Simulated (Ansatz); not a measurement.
A relaxed cell of NiPdC₄N₄ is given with its symmetry left out. The cell was found from a structure generator's guess, not taken from experiment.

The calculation used DFT PBE, scalar-relativistic, plane waves, PAW (Ansatz). Cutoff 420 eV, Γ-centred mesh, Gaussian smearing, collinear spin.

```
Ni Pd C N
1.0
     5.94757    0.00000    0.00000
     0.00000    5.94757    0.00000
     0.00000    0.00000    5.94757
Ni Pd C N
1 1 4 4
Cartesian
  0.0000 0.0000 0.0000
  2.9738 2.9738 2.9738
  1.0973 1.0973 1.0973
  1.0973 4.8503 4.8503
  4.8503 1.0973 4.8503
  4.8503 4.8503 1.0973
  1.7748 1.7748 1.7748
  1.7748 4.1728 4.1728
  4.1728 1.7748 4.1728
  4.1728 4.1728 1.7748
```

Energies over the elements count from the elements' standard structures at the same level (N₂ as a molecule), with no fitted energy shifts.

(1) Find its symmetry and describe it.

(2) How far does it lie from the elements in energy?

(3) Is it a metal?

(4) Which magnetic moments does it keep?

(5) From what recipe could a structure generator have reached it?

## Answers

(1) P-43m (No. 215). Conventional cell: a = 5.948 Å. Ni is surrounded by 4 C at 1.90 Å; Pd is surrounded by 4 N at 2.08 Å; C is surrounded by 1 N at 1.17 Å and 1 Ni at 1.90 Å; N has 1 C at 1.17 Å and 1 Pd at 2.08 Å.

(2) +0.77 eV/atom. The separate elements lie lower, so it is unstable against them.

(3) Yes, bands cross the Fermi level on the 6×6×6 mesh.

(4) 0.40 μB per atom net, the space between the atoms included; by site: Ni 1.2; Pd 1.1 μB.

(5) One such recipe: two interpenetrating cyanide-bridged diamond nets (P-43m, No. 215). Other recipes can lead to the same cell.

The last run used collinear spin, a 6×6×6 mesh for its 10-atom cell and Gaussian smearing of 0.10 eV. The reference form of C is held partly by dispersion forces, which this level lacks. Another magnetic order may lie lower. Symmetry constrained the relaxation, so the result can be a saddle point.
